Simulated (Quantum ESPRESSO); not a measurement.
Space group Pm-3m (No. 221); a = b = c = 4.487 Å, α = β = γ = 90.00°

```
atom  site  symmetry       x       y       z
----  ----  --------  ------  ------  ------
F       3c    4/mm.m  0.0000  0.5000  0.5000
Cd      1b      m-3m  0.5000  0.5000  0.5000
Cs      1a      m-3m  0.0000  0.0000  0.0000
```

The geometry is that of Materials Project entry mp-8399, symmetrised and not relaxed again.

Q: What does PBEsol (Quantum ESPRESSO, PseudoDojo norm-conserving, 102 Ry, with spin-orbit coupling) give for the electronic structure near the Fermi level?

A: The PBEsol gap is indirect, 3.22 eV, from R to Γ; the smallest direct gap is 4.24 eV. Another valence extremum on the path lies within 0.02 eV, too close to call. The cell is held in this high symmetry; tilts and polar distortions were not searched.

The structure is a Materials Project entry; no match was found in the copy of COD used, and its stability was not checked.
